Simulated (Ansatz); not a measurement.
Density of states of a AlPt$_{2}$ cell (a random packing after short dynamics, relaxed), per eV and atom, broadened by Gaussian smearing of width 0.1 eV and averaged over bins of 0.4 eV, from 8 eV under the Fermi level at most up to where the solved bands end.

All numbers below come from DFT PBE, scalar-relativistic, plane waves, PAW (Ansatz 0.2.0).

Settings: cutoff 420 eV, Γ-centred mesh 3×3×4 on the computed 24-atom cell, Gaussian smearing of 0.10 eV; no spin polarisation.

```
CELL_PARAMETERS angstrom
7.54452 0.88542 -0.11187
0.94806 7.15919 -0.67869
-0.12556 -0.63621 7.20364
ATOMIC_POSITIONS crystal
Al 0.84112 0.34741 0.26134
Al 0.22038 0.10410 0.15071
Al 0.01729 0.68825 0.09352
Al 0.45086 0.39313 0.63756
Al 0.85588 0.66821 0.60886
Al 0.45477 0.83021 0.76438
Al 0.03927 0.02915 0.69751
Al 0.18982 0.68848 0.43180
Pt 0.98415 0.32715 0.96099
Pt 0.58122 0.16496 0.29396
Pt 0.79619 0.34318 0.61761
Pt 0.34624 0.96519 0.45624
Pt 0.37984 0.75863 0.08488
Pt 0.17171 0.67645 0.77274
Pt 0.31605 0.17904 0.80954
Pt 0.53322 0.55928 0.38625
Pt 0.73192 0.78165 0.29541
Pt 0.12886 0.36200 0.48399
Pt 0.71834 0.64835 0.91928
Pt 0.66674 0.01982 0.63527
Pt 0.98323 0.00211 0.34409
Pt 0.85578 0.98240 0.96659
Pt 0.60154 0.33159 0.96454
Pt 0.28117 0.42535 0.15629
```

```
E − E_F (eV) total Pt 5d Al 3p Pt 6s Al 3s
       -7.85  0.184  0.028  0.044  0.061  0.047
       -7.45  0.278  0.066  0.060  0.071  0.074
       -7.05  0.381  0.135  0.068  0.070  0.100
       -6.65  0.404  0.191  0.065  0.066  0.076
       -6.25  0.486  0.275  0.077  0.082  0.045
       -5.85  0.726  0.471  0.109  0.103  0.035
       -5.45  0.909  0.691  0.102  0.083  0.024
       -5.05  1.184  0.984  0.112  0.058  0.019
       -4.65  1.415  1.223  0.110  0.049  0.019
       -4.25  1.430  1.244  0.107  0.044  0.018
       -3.85  1.321  1.148  0.097  0.040  0.017
       -3.45  1.317  1.148  0.093  0.038  0.017
       -3.05  1.251  1.097  0.086  0.034  0.015
       -2.65  1.242  1.099  0.078  0.030  0.015
       -2.25  1.273  1.141  0.069  0.028  0.015
       -1.85  1.306  1.174  0.064  0.032  0.015
       -1.45  1.201  1.073  0.060  0.034  0.015
       -1.05  1.020  0.895  0.057  0.032  0.017
       -0.65  0.669  0.545  0.058  0.030  0.021
       -0.25  0.531  0.375  0.076  0.036  0.025
        0.15  0.425  0.251  0.086  0.040  0.026
        0.55  0.391  0.193  0.102  0.040  0.030
        0.95  0.331  0.137  0.093  0.041  0.032
        1.35  0.323  0.118  0.103  0.037  0.033
        1.75  0.273  0.087  0.091  0.036  0.029
```

The columns after the total are the largest Löwdin projections on the valence shells of the potentials, so they needn't add up, and the weight of a shell that a potential lacks goes to other orbitals. The cell has no gap on the mesh.

The relaxation stopped before its thresholds.

The k mesh is coarse. Spin-orbit coupling is left out, which matters for the bands of heavy elements.

Cost: 2 runs of about 29 core-minutes in all (earlier runs that led there not counted), on AMD EPYC (Zen 3) (shared hosts).